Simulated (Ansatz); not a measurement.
An Ansatz input:

```yaml
crystal:
  lattice:
    - [3.4598253802, 0.0, 0.0]
    - [-1.7299126901, 2.9962966719, 0.0]
    - [0.0, 0.0, 5.6790162826]
  atoms:
    - { symbol: Yb, position: [0.3333333333, 0.6666666667, 0.25] }
    - { symbol: Yb, position: [0.6666666667, 0.3333333333, 0.75] }
hamiltonian:
  xc: lda
  pseudopotentials:
    kind: paw_fr
    azcp:
      Yb: "pseudopotentials/Yb.paw.azcp"
basis:
  ecutwfc: 420
  fft_grid_basis: typed
kpoints:
  mp_grid: { grid: [11, 11, 6], shift: [0, 0, 0] }
magnetization:
  noncollinear: true
  spin_orbit: true
scf:
  occupations: { method: fermi_dirac, width: 0.1 }
output:
  write_density: true
  write_potential: true
  elf: true
  volumetric_format: npy
```

Output

```
Warning: the record states the generating functional pbe (its physics header spells it `PBE`), which answers neither for hamiltonian.xc's functional nor for the lda family's — results may be inconsistent (PPs are generated against a specific XC)
band count auto-derived: 60 (N_el = 48.0; filled up to band 48; 58 by the electrons, moments and atoms)
Engine: ansatz 0.2.0, aarch64-unknown-linux-gnu
Pseudopotentials: kind: paw_fr
Pseudopotential: Yb, paw_fr, valence charge 24, recommended cutoff 420 eV (normal) 
Functional definition: SPW92
  exchange = slater_x
  correlation = pw_c
non-collinear run that drives no moment, with spin-orbit: no starting moment large enough to seed its density (crystal.atoms[].spin), no starting occupations that ask for one, no magnetisation constraint and no magnetic field, so the semilocal B_xc is pinned to zero
Crystal: 2 atoms, lattice volume = 58.872 Å³
Basis set: ecut = 420 eV, 1129 PW (Γ)
Bands: 60, of which v1, the nominal top of the filled ones, is band 48 counted from 1 (47 counted from 0)
Symmetry: 24 space group operations + 24 with time reversal
Magnetic group: BNS 194.264 (UNI 1494), of the structure as read, at distance tolerance 3.9e-5 Å
k-points: 64 of 726
Projection manifold: j_resolved (fully-relativistic pseudo-atomic orbitals)
Non-local potential: Yb, projectors of the file, l = 0: 3, l = 1: 4, l = 2: 4, l = 3: 6
PAW form: soft (Blöchl's): semilocal exchange-correlation on the pseudo side does not see the compensation charge
PAW frozen core: Yb, regenerated for the run's functional, and the local potential with it (the file was generated under x = pbe(κ = 0.804, μ = 0.2195149727645171), c = pbe(β = 0.06672455060314922))
PAW one-centre angular grid: Yb, 590 points (default); XC on 64 Gauss nodes
Initial density: superposition of atomic densities (chi_scale 0.1, normalization cell)
Initial wavefunctions: pseudopotential atomic-orbital guess
Functional: x = slater, c = lda
SCF iter   1: F=—  HF=-27152.527705 eV  |F-HF|=—  |Δ(HF+E_count)|=         —  Δρ=1.37e-1  dr2=8.99e0  dr2_m=0.00e0 (ungated)  ethr=3.10e-3  |M|=0.00e0 ∫|m|=0.00e0 μB  |m|>n=0.0e0 m-floor=0.0e0 τ_xc=0.0e0  β_m=0.30  ⟨swp⟩=6.4  Hψ=10093  notcnv=0
spin=Noncollinear: Kerker preconditioning applied to the charge; magnetization (m_x, m_y, m_z) channels mix plain (no charge-response kernel on spin).
SCF iter   2: F=—  HF=-27155.152656 eV  |F-HF|=—  |Δ(HF+E_count)|=    2.62e0  Δρ=1.26e-1  dr2=6.65e0  dr2_m=0.00e0 (ungated)  ethr=3.10e-3  |M|=0.00e0 ∫|m|=0.00e0 μB  |m|>n=0.0e0 m-floor=0.0e0 τ_xc=0.0e0  β_m=0.17  ⟨swp⟩=4.5  Hψ=7047  notcnv=0  defer=2
SCF iter   3: F=—  HF=-27152.771777 eV  |F-HF|=—  |Δ(HF+E_count)|=    2.38e0  Δρ=8.57e-2  dr2=3.08e0  dr2_m=0.00e0 (ungated)  ethr=3.10e-3  |M|=0.00e0 ∫|m|=0.00e0 μB  |m|>n=0.0e0 m-floor=0.0e0 τ_xc=0.0e0  β_m=0.61  ⟨swp⟩=3.2  Hψ=4123  notcnv=0  defer=48
SCF iter   4: F=—  HF=-27152.173697 eV  |F-HF|=—  |Δ(HF+E_count)|=   5.98e-1  Δρ=6.52e-2  dr2=2.08e0  dr2_m=0.00e0 (ungated)  ethr=3.10e-3  |M|=0.00e0 ∫|m|=0.00e0 μB  |m|>n=0.0e0 m-floor=0.0e0 τ_xc=0.0e0  β_m=0.47  ⟨swp⟩=4.0  Hψ=5243  notcnv=0  defer=50
SCF iter   5: F=—  HF=-27152.044109 eV  |F-HF|=—  |Δ(HF+E_count)|=   1.30e-1  Δρ=4.49e-3  dr2=7.36e-3  dr2_m=0.00e0 (ungated)  ethr=3.10e-3  |M|=0.00e0 ∫|m|=0.00e0 μB  |m|>n=0.0e0 m-floor=0.0e0 τ_xc=0.0e0  β_m=0.74  ⟨swp⟩=1.5  Hψ=2278  notcnv=0  defer=6
...
SCF iter  13: F=-27152.045155 eV  HF=-27152.045155 eV  |F-HF|=1.64e-9  |Δ(HF+E_count)|=   3.38e-7  Δρ=7.09e-6  dr2=1.22e-8  dr2_m=0.00e0 (ungated)  ethr=2.08e-10  |M|=0.00e0 ∫|m|=0.00e0 μB  |m|>n=0.0e0 m-floor=0.0e0 τ_xc=0.0e0  ⟨swp⟩=4.0  Hψ=7508  notcnv=0
SCF 1 converged in 13 iterations: F = -27152.045155 eV  dr2 = 1.22e-8
SCF converged after 13 iterations
Magnetization: |M| = 0.0000 μB,  M = (+0.0000, +0.0000, +0.0000) μB
Absolute magnetization: 0.0000 μB (∫|m|)
  site 0: m = (+0.0000, +0.0000, +0.0000) μB, |m| = 0.0000 μB  (R = 1.43 Å)
  site 1: m = (+0.0000, +0.0000, +0.0000) μB, |m| = 0.0000 μB  (R = 1.43 Å)
Free energy (F): -27152.045155 eV
Harris-Foulkes:  -27152.045155 eV  (|F-HF|=1.64e-9)
Internal energy: -27151.818140 eV  (E = F + TS)
E sigma→0 (E₀):  -27151.931648 eV
Entropy (-TS):   -0.227015 eV (-113.507 meV/atom)
Fermi energy:    13.006360 eV
--- Per-component energies (eV) ---
  E_band       = 88.886593
  E_kinetic    = 721.549045
  E_local      = -11699.652099  (includes V_loc(G=0)·N_el)
  E_nonlocal   = 1094.346623
  E_hartree    = 5071.335214
  E_xc         = -327.913311
  E_vxc        = -411.327864  (∫ρ·V_xc dr)
  E_paw        = -14257.524001  (= ΣΔE_a)
  E_vpaw       = 241.294615  (= ΣTr[D̂ρ^β])
  E_aug_tail   = 0.000004  (compensation charges beyond the density's cutoff)
  E_ewald      = -7758.338298
  E_core_change = 4.378682  (= ΣΔE_core)
  E_smearing   = -0.227015  (= −TS)
  E_closure    = 0.000000  (closes the sum)
  Σ components = -27152.045155   (vs F -27152.045155, Δ=0.00e0)
--- Band table (eV; the first three rows and the last of 64) ---
  k-point 0: bands = ["-38.7953", "-38.7953", "-38.7550", "-38.7550", "-15.6131", "-15.6131", "-15.4453", "-15.4453", "-9.5905", "-9.5905", "-9.1415", "-9.1415", "-9.0431", "-9.0431", "-9.0425", "-9.0425", "7.4379", "7.4379", "10.8535", "10.8535", "11.2590", "11.2590", "11.2642", "11.2642", "11.2742", "11.2742", "11.2779", "11.2779", "11.2792", "11.2792", "11.2826", "11.2826", "12.5710", "12.5710", "12.5722", "12.5722", "12.5860", "12.5860", "12.5902", "12.5902", "12.6250", "12.6250", "12.6574", "12.6574", "12.6689", "12.6689", "12.6692", "12.6692", "13.9461", "13.9461", "15.7404", "15.7404", "15.7886", "15.7886", "15.9919", "15.9919", "16.3995", "16.3995", "16.6915", "16.6915"]
  k-point 1: bands = ["-38.7926", "-38.7926", "-38.7578", "-38.7578", "-15.6018", "-15.6018", "-15.4564", "-15.4564", "-9.5568", "-9.5568", "-9.1349", "-9.1349", "-9.0831", "-9.0831", "-9.0492", "-9.0492", "7.6364", "7.6364", "10.6135", "10.6135", "11.2591", "11.2591", "11.2641", "11.2641", "11.2663", "11.2663", "11.2744", "11.2744", "11.2794", "11.2794", "11.2834", "11.2834", "12.5661", "12.5661", "12.5708", "12.5708", "12.5791", "12.5791", "12.5860", "12.5860", "12.6290", "12.6290", "12.6630", "12.6630", "12.6687", "12.6687", "12.6740", "12.6740", "13.9508", "13.9508", "15.5872", "15.5872", "15.6784", "15.6784", "15.9119", "15.9119", "16.2663", "16.2663", "16.5325", "16.5325"]
  k-point 2: bands = ["-38.7853", "-38.7853", "-38.7652", "-38.7652", "-15.5708", "-15.5708", "-15.4869", "-15.4869", "-9.4628", "-9.4628", "-9.1897", "-9.1897", "-9.1169", "-9.1169", "-9.0674", "-9.0674", "8.1991", "8.1991", "9.9244", "9.9244", "11.2568", "11.2568", "11.2574", "11.2574", "11.2661", "11.2661", "11.2727", "11.2727", "11.2809", "11.2809", "11.2839", "11.2839", "12.5576", "12.5576", "12.5672", "12.5672", "12.5761", "12.5761", "12.5808", "12.5808", "12.6402", "12.6402", "12.6649", "12.6649", "12.6724", "12.6724", "12.6801", "12.6801", "14.1190", "14.1190", "15.0982", "15.0982", "15.6303", "15.6303", "15.8411", "15.8411", "15.9799", "15.9799", "16.2091", "16.2091"]
  k-point 63: bands = ["-38.7440", "-38.7440", "-38.7440", "-38.7440", "-15.6527", "-15.6527", "-15.6495", "-15.6495", "-9.6446", "-9.6446", "-9.5228", "-9.5228", "-9.3785", "-9.3785", "-9.2593", "-9.2593", "11.2346", "11.2346", "11.2471", "11.2471", "11.2598", "11.2598", "11.2635", "11.2635", "11.2729", "11.2729", "11.2784", "11.2784", "12.2679", "12.2679", "12.3790", "12.3790", "12.5295", "12.5295", "12.5333", "12.5333", "12.5873", "12.5873", "12.6052", "12.6052", "12.6265", "12.6265", "12.6313", "12.6313", "12.8069", "12.8069", "12.8680", "12.8680", "13.4616", "13.4616", "13.6257", "13.6257", "13.7835", "13.7835", "14.1188", "14.1188", "16.8051", "16.8051", "16.9477", "16.9477"]
```
